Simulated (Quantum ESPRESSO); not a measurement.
```
TiO2
1.0
   -1.89127     1.89127     4.80751
    1.89127    -1.89127     4.80751
    1.89127     1.89127    -4.80751
Ti O
2 4
Direct
  0.00000   0.00000   0.00000
  0.75000   0.25000   0.50000
  0.95715   0.45715   0.50000
  0.20715   0.20715   0.00000
  0.79285   0.79285   0.00000
  0.54285   0.04285   0.50000
```
Geometry: a computed entry of the Materials Project; it was not checked against measured cells. It is TiO2 in I4₁/amd. Stability against distortions was not tested. The run has no spin polarisation.

With PBE (a modified build of Quantum ESPRESSO; gradients by PAW reconstruction on its ground state; JTH PAW datasets, 22.5 Ha):

```tsv
quantity	PBE
Vzz Ti (a.u.)	0.131
Vzz O (a.u.)	0.179
```

Cores are frozen. Against all-electron runs on small test molecules, this scheme's |Vzz| missed by −2 to +6 % on O. Ti had no test against all-electron runs.

Q: What does the LDA, on its own JTH datasets and the same geometry, give?

A: 
```tsv
quantity	LDA	LDA − PBE
Vzz Ti (a.u.)	0.148	+0.017
Vzz O (a.u.)	0.143	-0.036
```

As single numbers, gradients under 0.02 a.u. lie near what cutoff and mesh leave (some 0.003 a.u. in our sweeps).
